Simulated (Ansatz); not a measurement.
RbMnCuS$_{2}$:
```
RbMnCuS2
1.0
   -1.99199     1.99199     6.86054
    1.99199    -1.99199     6.86054
    1.99199     1.99199    -6.86054
Rb Mn Cu S
1 1 1 2
Direct
  0.00000   0.00000   0.00000
  0.25000   0.75000   0.50000
  0.75000   0.25000   0.50000
  0.64995   0.64995   0.00000
  0.35005   0.35005   0.00000
```
The run is spin-polarised; directions of the spins, atom by atom: 0 ↑ 0 0 0.

Relaxed with r²SCAN.

### Question
Tabulate the valence density and the electron localisation function along the shortest Mn–Cu contact (2.82 Å), the program Ansatz at the r²SCAN level (PAW).

### Answer


```csv
distance from Mn (Å),density (e/Å³),ELF
0.28,18.30,0.83
0.42,10.48,0.73
0.56,4.88,0.59
0.70,1.94,0.41
0.85,0.75,0.24
0.99,0.35,0.13
1.13,0.23,0.12
1.27,0.18,0.14
1.41,0.18,0.17
1.55,0.19,0.17
1.69,0.25,0.15
1.83,0.36,0.14
1.97,0.75,0.17
2.11,1.93,0.20
2.25,5.22,0.29
2.39,14.11,0.48
2.54,32.94,0.74
```

The density is the valence pseudo-density with augmentation charge, so density and ELF within about 1 Å of a nucleus are not all-electron values.

Space group I-4m2. The first step of the workflow began from a Materials Project structure, measured or hypothetical; the Crystallography Open Database copy checked does not list it. With Mn and Cu taken as one species the cell has the higher symmetry I4/mmm, so it may be an ordered model of a mixed-site phase. Its standing as an ambient phase is unchecked. Symmetry was held in the r²SCAN relaxation; whether a distortion lowers the energy is not shown. The final state is ferromagnetic, the only order run, not a proven ground state. Other orbital occupations within this spin state were not tried. No Hubbard U is applied.

Potentials: the later of the program's two PAW sets.
